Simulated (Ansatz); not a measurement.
Relaxed-ion elastic tensor of P (simple cubic, space group No. 221) in GPa (Voigt order), DFT-r²SCAN in the program Ansatz with PAW potentials; density 3.57 g/cm³, 14.41 Å³ per atom.

```
 288  33.6  33.6   0.0   0.0   0.0
33.6   288  33.6   0.0   0.0   0.0
33.6  33.6   288   0.0   0.0   0.0
 0.0   0.0   0.0  82.5   0.0   0.0
 0.0   0.0   0.0   0.0  82.5   0.0
 0.0   0.0   0.0   0.0   0.0  82.5
```

Task: Is the crystal mechanically stable?

Result: Yes: the smallest eigenvalue of C is 82.5 GPa.

Task: Work out the Voigt, Reuss and Hill averages.

Result: K_V = 118, K_R = 118, K_H = 118; G_V = 100, G_R = 96.0, G_H = 98.2 GPa.

Task: Give Young's modulus, Poisson's ratio, Pugh's ratio and the universal anisotropy index.

Result: E = 9KG/(3K + G) = 231 GPa; ν = 0.18; K/G = 1.21 (brittle by the Pugh limit of 1.75); A_U = 5G_V/G_R + K_V/K_R − 6 = 0.23.

Task: Estimate the sound speeds and the Debye temperature.

Result: v_l = √((K + 4G/3)/ρ) = 8360 m/s, v_t = √(G/ρ) = 5250 m/s, mean 5780 m/s; Θ = (h/k)(3n/4πV)^(1/3) v_m = 707 K.

Task: Give the Zener ratio and Young's modulus along [100], [110] and [111].

Result: A = 2C44/(C11 − C12) = 0.65; 1/E = S11 − 2(S11 − S12 − S44/2)Γ with Γ = 0, 1/4, 1/3 gives 281, 216, 201 GPa.

Space group Pm-3m (simple cubic). This is a known high-pressure phase of the composition, computed here at zero pressure and temperature. Symmetry was held in the r²SCAN relaxation; phonons on a q-mesh show no instability. As this level gives no gap, shear constants depend on the k-mesh and smearing (Fermi–Dirac, 0.1 eV here). On the denser mesh and wider smearing of the elastic run this cell carries a stress of 0.4 GPa.

Potentials: the later of the program's two PAW sets.
